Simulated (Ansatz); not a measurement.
# Two inputs for SnO2 with hydrogen replacing O

Cell: a supercell of SnO2 (rutile type, P4_2/mnm) built from a measured structure from the Crystallography Open Database (COD), with all atoms left at the host's positions.

Space group Pmm2 (No. 25); a = 6.7005, b = 9.5595, c = 6.7005 Å.

```
site  Wyckoff  site symmetry       x       y       z
 Sn1       1a            mm2  0.0000  0.0000  0.0000
 Sn2       2g            m..  0.0000  0.3333  0.0000
 Sn4       1c            mm2  0.5000  0.0000  0.5000
 Sn5       2h            m..  0.5000  0.3333  0.5000
 Sn7       2g            m..  0.0000  0.1667  0.5000
 Sn8       1b            mm2  0.0000  0.5000  0.5000
Sn10       2h            m..  0.5000  0.1667  0.0000
Sn11       1d            mm2  0.5000  0.5000  0.0000
   H       1a            mm2  0.0000  0.0000  0.3071
 O14       2g            m..  0.0000  0.3333  0.3071
 O16       1c            mm2  0.5000  0.0000  0.8071
 O17       2h            m..  0.5000  0.3333  0.8071
 O19       4i              1  0.3071  0.1667  0.5000
 O20       2f            .m.  0.3071  0.5000  0.5000
 O22       4i              1  0.8071  0.1667  0.0000
 O23       2f            .m.  0.8071  0.5000  0.0000
 O25       1a            mm2  0.0000  0.0000  0.6929
 O26       2g            m..  0.0000  0.3333  0.6929
 O28       1c            mm2  0.5000  0.0000  0.1929
 O29       2h            m..  0.5000  0.3333  0.1929
```

One atom of each set is listed; the run and its k-mesh use a cell of 36 atoms with edges of 6.70, 6.70, 9.56 Å.

Reference run. All values are calculated (Ansatz; DFT, PBE, plane waves and PAW, scalar-relativistic, 420 eV cutoff, Γ-centred 3×3×2 k-points, Fermi–Dirac smearing 0.01 eV, cell charge +1), not measured.

Question: The input is changed as follows: `hamiltonian.xc`: pbe → lda; `scf.mixing.algorithm`: not typed → anderson; `scf.mixing.beta`: not typed → 0.5; `scf.mixing.ndim`: not typed → 4. What happens to V_zz (10²¹ V/m²) and η?

Answer: 

| site | V_zz reference | η reference | V_zz changed | η changed |
| --- | --- | --- | --- | --- |
| Sn1 | 11.67 | 0.95 | 11.08 | 0.98 |
| Sn2 | -5.72 | 0.94 | -5.55 | 0.96 |
| Sn4 | 5.32 | 0.79 | 5.25 | 0.77 |
| Sn5 | 5.77 | 0.66 | 5.67 | 0.64 |
| Sn7 | 10.85 | 0.19 | 10.43 | 0.19 |
| Sn8 | 6.51 | 0.62 | 6.40 | 0.60 |
| Sn10 | -6.43 | 0.39 | -6.24 | 0.42 |
| Sn11 | 5.58 | 0.93 | 5.48 | 0.91 |
| H | -0.55 | 0.57 | -0.54 | 0.58 |
| O16 | -10.56 | 0.11 | -10.54 | 0.10 |
| O19 | -10.89 | 0.32 | -10.84 | 0.30 |
| O25 | -11.72 | 0.14 | -11.66 | 0.11 |

The largest change of V_zz is on Sn1, from 11.67 to 11.08. In per cent, |V_zz| changes by -5 to -1 on Sn, -3 on H, -1 to 0 on O (all sites that start above 0.5). The table leaves out 8 of the 20 sites, with |V_zz| up to 11.38; their tensors move by 0.07 at most along any direction. The statements above cover all sites. SCF iterations: 9 and 10.

On the reference run: The defect repeats with the cell of 36 atoms, so it feels its images: sites between two images don't show the values beside a lone defect, and zeros or small values of η there can come from the images' arrangement. O and Sn carry a gradient in the pure host already, so the values there aren't the defect's effect alone. A uniform background compensates the cell's charge. Without spin–orbit coupling (the program notes it for Sn) the gradients are little affected as a rule: paired runs on crystals with a gap mostly move them by under 2 % at such atoms. The cell keeps the host's lattice, where the PBE pressure is 11 GPa (in a charged cell this depends on the convention for the mean potential). The neighbours have not yet relaxed around the defect (largest force 1.5 eV/Å), so a real crystal will differ.
